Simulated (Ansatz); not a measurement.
# Compressing HfGeTe: a fit and a missing row

HfGeTe, P4/nmm, a = 3.838 Å, c = 8.444 Å. The structure is a COD entry; whether it is the stable form wasn't checked. Ansatz: PBEsol, PAW, 420 eV, Γ-centred 10×10×4 mesh on 6 atoms, Gaussian smearing 0.10 eV; no spin polarisation. Shape and atoms are relaxed at each volume; pressure is positive in compression.

| V (Å³/atom) | P (GPa) |
| --- | --- |
| 18.243 | 17.47 |
| 18.864 | ? |
| 19.486 | 7.29 |
| 20.108 | 3.34 |
| 20.730 | -0.01 |
| 21.352 | -2.84 |

Problem. Take V0 = 20.730 Å³/atom, count pressures from its P0 = -0.01 GPa, fit the third-order Birch–Murnaghan form to the other rows, and predict the missing pressure.

Solution. With the Eulerian strain f = ½[(V0/V)^(2/3) − 1] and y = (P − P0)/[3f(1 + 2f)^(5/2)], the form is the line y = B0 + 1.5 B0 (B0′ − 4) f. Rows (f, y): 0.04447, 105.9; 0.02106, 104.2; 0.01026, 103.4; -0.00976, 101.5. Means f = 0.01651, y = 103.75; Σ(Δf)² = 0.001532, ΣΔfΔy = 0.1235; the slope is their ratio. y = 102.4 + 80.60 f GPa, so B0 = 102.4 GPa and B0′ = 4 + 2 × (80.60)/(3 × 102.4) = 4.52. At V = 18.864, f = 0.03245, y = 105.02 and P = 11.95 GPa. The run gave 11.96 GPa, so the fit is 0.01 GPa too low, within twice the rms miss on the fitted rows (0.010 GPa).

Spin–orbit coupling is left out, which can shift energies with elements as heavy as these.